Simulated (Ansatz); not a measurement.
V$_{4}$GeS$_{8}$:
```xyz
13
Lattice="0.0000 4.7571 4.7571 4.7571 0.0000 4.7571 4.7571 4.7571 0.0000" Properties=species:S:1:pos:R:3 pbc="T T T"
V      3.3549     6.1593     6.1593
V      6.1593     3.3549     6.1593
V      3.3549     3.3549     3.3549
V      6.1593     6.1593     3.3549
Ge     7.1356     7.1356     7.1356
S      5.8276     3.6865     3.6865
S      3.6865     5.8276     3.6865
S      5.8276     5.8276     5.8276
S      3.6865     3.6865     5.8276
S      1.1331     3.6240     3.6240
S      3.6240     1.1331     3.6240
S      1.1331     1.1331     1.1331
S      3.6240     3.6240     1.1331
```
The run is spin-polarised; directions of the spins, atom by atom: ↑ ↑ ↑ ↑ 0 0 0 0 0 0 0 0 0.

Relaxed with PBEsol. Special points in fractions of this cell's reciprocal vectors: Γ (0.000, 0.000, 0.000); X (0.500, 0.000, 0.500); U (0.625, 0.250, 0.625); K (0.375, 0.375, 0.750); L (0.500, 0.500, 0.500); W (0.500, 0.250, 0.750).

List the band energies nearest the Fermi level at these points for plane-wave PAW PBEsol (Ansatz code).

In eV from the Fermi level; about four levels below and three above (degenerate sets whole), none deeper than 8.9 eV; points with the same levels are listed once.

| k | below | above |
|---|---|---|
| Γ ↑ | -1.10 -1.10 -0.16 -0.16 -0.16 | 0.03 1.46 1.46 1.46 |
| X ↑ | -1.30 -0.55 -0.54 -0.48 | 0.11 0.11 0.90 |
| U ↑ | -1.07 -0.61 -0.58 -0.29 | 0.03 0.04 1.03 |
| L ↑ | -0.70 -0.70 -0.18 -0.03 -0.03 | 0.52 1.25 1.25 |
| W ↑ | -0.66 -0.54 -0.23 -0.01 | 0.04 1.16 1.19 |
| Γ ↓ | -1.25 -1.25 -1.25 -0.79 -0.79 | 0.18 0.24 0.24 0.24 |
| X ↓ | -0.97 -0.21 -0.18 -0.12 | 0.55 0.55 1.13 |
| U ↓ | -1.96 -0.72 -0.27 -0.22 | 0.10 0.44 0.47 |
| L ↓ | -1.87 -1.87 -0.88 -0.36 -0.36 | 0.14 0.39 0.39 |
| W ↓ | -2.02 -0.59 -0.32 -0.19 | 0.19 0.36 0.48 |

Space group F-43m. The first step of the workflow began from a Materials Project structure, measured or hypothetical; the Crystallography Open Database copy checked does not list it. Its standing as an ambient phase is unchecked. Symmetry was held in the PBEsol relaxation; whether a distortion lowers the energy is not shown. Magnetic state: ferromagnetic, the only order run, not a proven ground state. No Hubbard U is applied. The compound may be a true metal, but semilocal functionals without U, or a wrong spin order, can also close a gap. Spin–orbit coupling is left out wherever it is not named.

Potentials: the later of the program's two PAW sets.
